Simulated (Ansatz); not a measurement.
Tl:
```xyz
4
Lattice="3.4890 0.0000 0.0000 -1.7445 3.0216 0.0000 0.0000 0.0000 11.3331" Properties=species:S:1:pos:R:3 pbc="T T T"
Tl     0.0000     0.0000     0.0000
Tl     0.0000     0.0000     5.6665
Tl     0.0000     2.0144     2.8333
Tl     1.7445     1.0072     8.4998
```

Relaxed with r²SCAN. Special points in fractions of this cell's reciprocal vectors: Γ (0.000, 0.000, 0.000); M (0.500, 0.000, 0.000); K (0.333, 0.333, 0.000); A (0.000, 0.000, 0.500); L (0.500, 0.000, 0.500); H (0.333, 0.333, 0.500).

### Question
List the band energies nearest the Fermi level at these points for r²SCAN in the plane-wave PAW code Ansatz.

### Answer
In eV from the Fermi level; about four levels below and three above (degenerate sets whole), none deeper than 8.9 eV; points with the same levels are listed once.

```json
[
 {"k": "Γ", "below": "-8.78 -8.76 -5.55 -2.77", "above": "3.11 3.12 8.10 8.10"},
 {"k": "M", "below": "-4.27 -2.57 -2.26 -0.34", "above": "0.12 1.92 2.93"},
 {"k": "K", "below": "-0.52 -0.52 -0.37 -0.37", "above": "1.68 2.33 2.33"},
 {"k": "A", "below": "-7.06 -7.06 -0.59 -0.59", "above": "7.33 7.33 8.37 8.37 8.37 8.37"},
 {"k": "L", "below": "-1.76 -1.76 -1.07 -1.07", "above": "3.51 3.51 4.47 4.47"},
 {"k": "H", "below": "-4.57 -4.57 -1.03 -1.03", "above": "0.10 0.10 0.93 0.93"}
]
```

Space group P6_3/mmc (dhcp (α-La type)). The first step of the workflow began from a Materials Project structure, measured or hypothetical. Its sites differ from those of the usual phase in this space group: another stacking or structure type. Symmetry was held in the r²SCAN relaxation; whether a distortion lowers the energy is not shown. Spin–orbit coupling is left out wherever it is not named.

Potentials: the later of the program's two PAW sets.
